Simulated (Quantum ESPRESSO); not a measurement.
SiAlGeN3S, finding a planted mistake in a log

Computed values, not a measurement. The program is pw.x of Quantum ESPRESSO 7.5 (plane-wave density functional theory). The cell is made up: 7 atoms on a zincblende/diamond lattice with one site empty, with randomly drawn elements, strain and displacements, not relaxed. PseudoDojo standard norm-conserving files (v0.5 for PBE, v0.4.1 for LDA and PBEsol) set the functional; there is no spin polarisation, spin-orbit coupling or dispersion term, and the masses in the input are unused placeholders.

Intended input:

```
&control calculation='scf', pseudo_dir='./dojo.nc.sr.pbe.v0_5.standard.upf', outdir='./o', disk_io='medium', tprnfor=.true., tstress=.true. /
&system ibrav=0, nat=7, ntyp=5, nbnd=27, ecutwfc=84.00895049, nosym=.true., tot_charge=0,
 occupations='smearing', smearing='fd', degauss=0.0018374661
/
&electrons conv_thr=7.350e-09, electron_maxstep=60, /
ATOMIC_SPECIES
Al 1.0 Al.upf
Ge 1.0 Ge.upf
N 1.0 N.upf
S 1.0 S.upf
Si 1.0 Si.upf
CELL_PARAMETERS angstrom
4.624 0.0073 0.0252
0.0073 4.5283 -0.0176
0.0252 -0.0176 4.6731
ATOMIC_POSITIONS angstrom
Si 0.1255 0.1097 0.0433
Al 2.4264 -0.0141 2.4252
Ge 2.329 2.3042 0.0093
N 1.3207 1.1522 1.234
N 1.0546 3.5859 3.4356
S 3.5293 1.1729 3.526
N 3.3362 3.4169 1.1743
K_POINTS automatic
4 4 4 1 1 1
```

The log is shortened where brackets say so; the opening notice, blank lines, dates and the lines on written files are dropped, and the path of the files is cut. It prints rydbergs, bohrs and kilobars, and counts compression as positive stress. Where no state is partly filled, the Fermi energy that it prints is only some level between the filled and the empty states on the mesh, and need not lie in the true gap.

Log of the intended run:

```
     Program PWSCF v.7.5
     Parallel version (MPI & OpenMP), running on       1 processor cores
     Number of MPI processes:                 1
     Threads/MPI process:                     1
     [start-up lines left out]
     bravais-lattice index     =            0
     lattice parameter (alat)  =       8.7382  a.u.
     unit-cell volume          =     660.2896 (a.u.)^3
     number of atoms/cell      =            7
     number of atomic types    =            5
     number of electrons       =        42.00
     number of Kohn-Sham states=           27
     kinetic-energy cutoff     =      84.0090  Ry
     charge density cutoff     =     336.0358  Ry
     scf convergence threshold =      7.3E-09
     mixing beta               =       0.7000
     number of iterations used =            8  plain     mixing
     Exchange-correlation= PBE
                           (   1   4   3   4   0   0   0)
     [axes and pseudopotential details left out]
   Cartesian axes
     site n.     atom                  positions (alat units)
         1        Si     tau(   1) = (   0.0271406   0.0237237   0.0093640  )
         2        Al     tau(   2) = (   0.5247320  -0.0030493   0.5244725  )
         3        Ge     tau(   3) = (   0.5036684   0.4983051   0.0020112  )
         4        N      tau(   4) = (   0.2856139   0.2491742   0.2668642  )
         5        N      tau(   5) = (   0.2280673   0.7754849   0.7429811  )
         6        S      tau(   6) = (   0.7632446   0.2536508   0.7625310  )
         7        N      tau(   7) = (   0.7214849   0.7389371   0.2539535  )
     number of k points=    32  Fermi-Dirac smearing, width (Ry)=  0.0018
                       cart. coord. in units 2pi/alat
        k(    1) = (   0.1241270   0.1279237   0.1235011), wk =   0.0625000
        k(    2) = (   0.1227773   0.1288874   0.3708892), wk =   0.0625000
     [further k points left out]
     Dense  grid:    68649 G-vectors     FFT dimensions: (  54,  50,  54)
     Estimated max dynamical RAM per process >      84.73 MB
     Initial potential from superposition of free atoms
     starting charge      41.9961, renormalised to      42.0000
     Starting wfcs are   33 randomized atomic wfcs
     total cpu time spent up to now is        7.1 secs
     per-process dynamical memory:    62.7 Mb
     Self-consistent Calculation
     iteration #  1     ecut=    84.01 Ry     beta= 0.70
     Davidson diagonalization with overlap
     ethr =  1.00E-02,  avg # of iterations =  3.3
     total cpu time spent up to now is       23.0 secs
     total energy              =    -274.90876856 Ry
     estimated scf accuracy    <       1.97971708 Ry
     iteration #  2     ecut=    84.01 Ry     beta= 0.70
     Davidson diagonalization with overlap
     ethr =  4.71E-03,  avg # of iterations =  3.7
     total cpu time spent up to now is       37.9 secs
     total energy              =    -274.78733044 Ry
     estimated scf accuracy    <       5.85342707 Ry
     [iterations 3 to 10 left out]
     iteration # 11     ecut=    84.01 Ry     beta= 0.70
     Davidson diagonalization with overlap
     ethr =  3.16E-09,  avg # of iterations =  2.0
     total cpu time spent up to now is      135.7 secs
     total energy              =    -275.91356841 Ry
     estimated scf accuracy    <       0.00000037 Ry
     iteration # 12     ecut=    84.01 Ry     beta= 0.70
     Davidson diagonalization with overlap
     ethr =  8.82E-10,  avg # of iterations =  2.0
     total cpu time spent up to now is      148.1 secs
     End of self-consistent calculation
     [lines on levels left out]
     the Fermi energy is     7.9750 ev
!    total energy              =    -275.91356848 Ry
     estimated scf accuracy    <          6.8E-09 Ry
     smearing contrib. (-TS)   =      -0.00000000 Ry
     internal energy E=F+TS    =    -275.91356848 Ry
     The total energy is F=E-TS. E is the sum of the following terms:
     one-electron contribution =    -124.28770190 Ry
     hartree contribution      =      86.96769711 Ry
     xc contribution           =     -73.53478184 Ry
     ewald contribution        =    -165.05878185 Ry
     convergence has been achieved in  12 iterations
     Forces acting on atoms (cartesian axes, Ry/au):
     atom    1 type  5   force =     0.12696080   -0.14226507    0.13414729
     atom    2 type  1   force =    -0.21602049   -0.16595474   -0.19381631
     atom    3 type  2   force =    -0.19574748    0.18054114    0.19950897
     atom    4 type  3   force =    -0.04624955   -0.03666129   -0.09008536
     atom    5 type  3   force =     0.03041530    0.02101320    0.09155552
     atom    6 type  4   force =     0.23134306    0.09967743   -0.07345016
     atom    7 type  3   force =     0.06929836    0.04364932   -0.06785994
     Total force =     0.615102     Total SCF correction =     0.000153
     Computing stress (Cartesian axis) and pressure
          total   stress  (Ry/bohr**3)                   (kbar)     P=       -1.01
  -0.00007498  -0.00056650   0.00023506          -11.03      -83.33       34.58
  -0.00056650   0.00013461   0.00073871          -83.33       19.80      108.67
   0.00023506   0.00073871  -0.00008028           34.58      108.67      -11.81
     init_run     :      6.45s CPU      6.86s WALL (       1 calls)
     electrons    :    131.13s CPU    141.01s WALL (       1 calls)
     forces       :      1.60s CPU      1.64s WALL (       1 calls)
     stress       :      6.36s CPU      6.42s WALL (       1 calls)
     [timing details left out]
     PWSCF        :   2m25.78s CPU   2m36.29s WALL
     JOB DONE.
```

A second run was made from an input with one planted mistake. Its log:

```
     Program PWSCF v.7.5
     Parallel version (MPI & OpenMP), running on       1 processor cores
     Number of MPI processes:                 1
     Threads/MPI process:                     1
     [start-up lines left out]
     bravais-lattice index     =            0
     lattice parameter (alat)  =       8.7382  a.u.
     unit-cell volume          =     660.2896 (a.u.)^3
     number of atoms/cell      =            7
     number of atomic types    =            5
     number of electrons       =        41.00
     number of Kohn-Sham states=           27
     kinetic-energy cutoff     =      84.0090  Ry
     charge density cutoff     =     336.0358  Ry
     scf convergence threshold =      7.3E-09
     mixing beta               =       0.7000
     number of iterations used =            8  plain     mixing
     Exchange-correlation= PBE
                           (   1   4   3   4   0   0   0)
     [axes and pseudopotential details left out]
   Cartesian axes
     site n.     atom                  positions (alat units)
         1        Si     tau(   1) = (   0.0271406   0.0237237   0.0093640  )
         2        Al     tau(   2) = (   0.5247320  -0.0030493   0.5244725  )
         3        Ge     tau(   3) = (   0.5036684   0.4983051   0.0020112  )
         4        N      tau(   4) = (   0.2856139   0.2491742   0.2668642  )
         5        N      tau(   5) = (   0.2280673   0.7754849   0.7429811  )
         6        S      tau(   6) = (   0.7632446   0.2536508   0.7625310  )
         7        N      tau(   7) = (   0.7214849   0.7389371   0.2539535  )
     number of k points=    32  Fermi-Dirac smearing, width (Ry)=  0.0018
                       cart. coord. in units 2pi/alat
        k(    1) = (   0.1241270   0.1279237   0.1235011), wk =   0.0625000
        k(    2) = (   0.1227773   0.1288874   0.3708892), wk =   0.0625000
     [further k points left out]
     Dense  grid:    68649 G-vectors     FFT dimensions: (  54,  50,  54)
     Estimated max dynamical RAM per process >      84.73 MB
     Initial potential from superposition of free atoms
     starting charge      41.9961, renormalised to      41.0000
     Starting wfcs are   33 randomized atomic wfcs
     total cpu time spent up to now is        7.7 secs
     per-process dynamical memory:    62.9 Mb
     Self-consistent Calculation
     iteration #  1     ecut=    84.01 Ry     beta= 0.70
     Davidson diagonalization with overlap
     ethr =  1.00E-02,  avg # of iterations =  3.2
     total cpu time spent up to now is       23.5 secs
     total energy              =    -275.20436821 Ry
     estimated scf accuracy    <       2.26369348 Ry
     iteration #  2     ecut=    84.01 Ry     beta= 0.70
     Davidson diagonalization with overlap
     ethr =  5.52E-03,  avg # of iterations =  3.9
     total cpu time spent up to now is       40.6 secs
     total energy              =    -275.07381415 Ry
     estimated scf accuracy    <       7.52959695 Ry
     [iterations 3 to 12 left out]
     iteration # 13     ecut=    84.01 Ry     beta= 0.70
     Davidson diagonalization with overlap
     ethr =  4.53E-10,  avg # of iterations =  2.0
     total cpu time spent up to now is      193.8 secs
     total energy              =    -276.42085706 Ry
     estimated scf accuracy    <       0.00000004 Ry
     iteration # 14     ecut=    84.01 Ry     beta= 0.70
     Davidson diagonalization with overlap
     ethr =  9.18E-11,  avg # of iterations =  2.0
     total cpu time spent up to now is      206.5 secs
     End of self-consistent calculation
     [lines on levels left out]
     the Fermi energy is     6.5581 ev
!    total energy              =    -276.42085707 Ry
     estimated scf accuracy    <          2.4E-09 Ry
     smearing contrib. (-TS)   =      -0.00092768 Ry
     internal energy E=F+TS    =    -276.41992939 Ry
     The total energy is F=E-TS. E is the sum of the following terms:
     one-electron contribution =    -125.21158805 Ry
     hartree contribution      =      86.50342704 Ry
     xc contribution           =     -72.65298653 Ry
     ewald contribution        =    -165.05878185 Ry
     convergence has been achieved in  14 iterations
     Forces acting on atoms (cartesian axes, Ry/au):
     atom    1 type  5   force =     0.10276126   -0.13459645    0.11764886
     atom    2 type  1   force =    -0.20712327   -0.16105623   -0.16173509
     atom    3 type  2   force =    -0.19154012    0.16779629    0.16662610
     atom    4 type  3   force =    -0.03944070   -0.04788115   -0.08935678
     atom    5 type  3   force =     0.03803915    0.01149844    0.09941821
     atom    6 type  4   force =     0.23351749    0.10338228   -0.06545508
     atom    7 type  3   force =     0.06378619    0.06085683   -0.06714622
     Total force =     0.578966     Total SCF correction =     0.000115
     Computing stress (Cartesian axis) and pressure
          total   stress  (Ry/bohr**3)                   (kbar)     P=     -184.23
  -0.00135907  -0.00031654   0.00012728         -199.93      -46.56       18.72
  -0.00031654  -0.00115666   0.00072398          -46.56     -170.15      106.50
   0.00012728   0.00072398  -0.00124143           18.72      106.50     -182.62
     init_run     :      7.33s CPU      7.54s WALL (       1 calls)
     electrons    :    187.86s CPU    198.83s WALL (       1 calls)
     forces       :      1.98s CPU      2.02s WALL (       1 calls)
     stress       :      6.68s CPU      6.75s WALL (       1 calls)
     [timing details left out]
     PWSCF        :   3m24.11s CPU   3m35.59s WALL
     JOB DONE.
```

Question: what was wrong in the second input?

Answer: the cell has the wrong charge. The input lines that differ, file-writing options aside:

```
- &system ibrav=0, nat=7, ntyp=5, nbnd=27, ecutwfc=84.00895049, nosym=.true., tot_charge=0,
+ &system ibrav=0, nat=7, ntyp=5, nbnd=27, ecutwfc=84.00895049, nosym=.true., tot_charge=1,
```

|  | intended run | run with the mistake |
| --- | --- | --- |
| free energy (eV) | -3753.995 | -3760.897 |
| smearing term -TS (eV) | 0.0000 | -0.0126 |
| pressure (GPa) | -0.10 | -18.42 |
| largest force component (eV/Å) | 5.948 | 6.004 |
| largest change of a force component (eV/Å) |  | 0.845 |
| iterations | 12 | 14 |

For scale, a rerun of the intended cell at 1437 eV and a 6 x 6 x 6 mesh moved values by no more than 0.003 eV in energy, 0.02 GPa in stress and 0.003 eV/Å in force. The charged cell sits in a uniform background, so its energy and stress rest on the program's zero of potential.